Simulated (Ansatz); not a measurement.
Is this Ca₂ZrN₂ structure a true minimum?

It was reached by relaxing an invented guess, and it needn't be the stable form of this composition.

The calculation used DFT PBE, scalar-relativistic, plane waves, PAW (Ansatz). Cutoff 420 eV; k points 12×12×12 on the computed 5-atom cell (Γ-centred); Gaussian smearing, width 0.10 eV; no spin polarisation.

The cell below (5 atoms, space group R-3m (No. 166)) is relaxed within its symmetry.

```
Ca Zr N
1.0
     3.19653    1.84552    3.82860
    -3.19653    1.84552    3.82860
     0.00000   -3.69104    3.82860
Ca Zr N
2 1 2
Direct
  0.35816 0.35816 0.35816
  0.64184 0.64184 0.64184
  0.00000 0.00000 0.00000
  0.17472 0.17472 0.17472
  0.82528 0.82528 0.82528
```

For the test a repeat of it with 10 atoms (edges 5.32, 5.32, 10.49 Å) was strained at random (σ = 1.5 % a component), the atoms were moved at random (σ = 0.15 Å), and all was relaxed again on a coarse 4×4×4 mesh (in the run’s order of axes) with 0.20 eV smearing, with no symmetry imposed.

Q: Is the structure stable against such a distortion?

A: It doesn't return. The energy falls by 1598 meV/atom on that mesh, the volume changes by -31.9 %, and the end has space group Cm (No. 8) at a loose tolerance. Relaxed again on a 12×12×8 mesh with 0.01 eV smearing, the new structure lies 1598 meV/atom below the first (mesh in the axes of the run's cell; the cell below is made exact in the group named). Space group Cm (No. 8), monoclinic, a = 11.657 Å, b = 3.457 Å, c = 5.071 Å, β = 115.4°. Around Ca on its first site lie 3 N at 2.41–2.44 Å, 1 N at 2.65 Å, 2 Zr at 3.26 Å, 7 Ca at 3.32–3.66 Å, 2 Zr at 3.50 Å and 1 Zr at 3.85 Å; around Ca on its second site lie 2 N at 2.44 Å, 2 N at 2.74 Å, 7 Ca at 3.32–3.66 Å, 3 Zr at 3.36–3.51 Å and 2 Zr at 3.72 Å; Zr is surrounded by 1 N at 2.01 Å, 2 N at 2.14 Å, 1 N at 3.08 Å, 7 Ca at 3.26–3.51 Å, 2 Zr at 3.46 Å and 3 Ca at 3.72–3.85 Å; around N on its first site lie 2 Zr at 2.14 Å, 1 Ca at 2.44 Å and 3 Ca at 2.65–2.74 Å; 1 more site not described.

```xyz
5
Lattice="5.8287 -1.7284 0.0000 5.8287 1.7284 0.0000 -2.1782 0.0000 4.5799" Properties=species:S:1:pos:R:3 pbc="T T T"
Ca    7.3324    0.0000    2.3337
Ca    4.3358    0.0000    0.9097
Zr   -0.7936    0.0000    3.8781
N     8.2144    0.0000    0.0620
N    -0.1370    0.0000    1.9763
```
